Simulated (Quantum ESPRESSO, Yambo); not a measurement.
# Quasiparticle gap of LiHF2

```cif
data_HF2Li
_chemical_formula_sum 'H1 Li1 F2'
_space_group_name_H-M_alt 'P 1'
_space_group_IT_number 1
_cell_length_a 4.71622
_cell_length_b 4.71622
_cell_length_c 4.71622
_cell_angle_alpha 36.943
_cell_angle_beta 36.943
_cell_angle_gamma 36.943
loop_
_space_group_symop_operation_xyz
  'x, y, z'
loop_
_atom_site_label
_atom_site_type_symbol
_atom_site_fract_x
_atom_site_fract_y
_atom_site_fract_z
_atom_site_occupancy
H1 H 0.50000 0.50000 0.50000 1
Li1 Li 0.00000 0.00000 0.00000 1
F1 F 0.41347 0.41347 0.41347 1
F2 F 0.58653 0.58653 0.58653 1
```

Cell and atoms were relaxed with PBE+D3(BJ) from Materials Project entry mp-24199, within its symmetry.

Starting point: PBEsol (Quantum ESPRESSO, PseudoDojo norm-conserving, 84 Ry, no spin-orbit coupling). G0W0 in Yambo: 6×6×6 Γ-centred k mesh, 76 bands and a 10 Ry block in the screening, 76 bands in G with the Bruneval-Gonze terminator, plasmon pole fitted at 27.2 eV.

The PBEsol gap along the band path comes out as 8.14 eV, the PBEsol gap between the mesh's edge points (Z → Γ) comes out as 8.14 eV and the G0W0 gap between the same points is 12.67 eV. The PBEsol smallest direct gap on the mesh (at Γ) is 8.34 eV and the G0W0 direct gap at that point is 12.91 eV.

```tsv
k point	band	E PBEsol (eV)	E QP (eV)	shift (eV)	Z
Γ	VB	-0.20	-3.27	-3.07	0.83
Γ	CB	8.14	9.64	1.50	0.90
L	VB	-0.52	-3.43	-2.91	0.84
L	CB	11.58	13.46	1.88	0.90
F	VB	-0.13	-3.20	-3.07	0.83
F	CB	13.56	15.46	1.89	0.89
Z	VB	0.00	-3.03	-3.03	0.83
Z	CB	9.13	10.70	1.57	0.90
```

Energies count from the PBEsol valence-band maximum.

Convergence of the G0W0 settings was not tested.

The structure is a Materials Project entry; no match was found in the copy of COD used, and its stability was not checked.
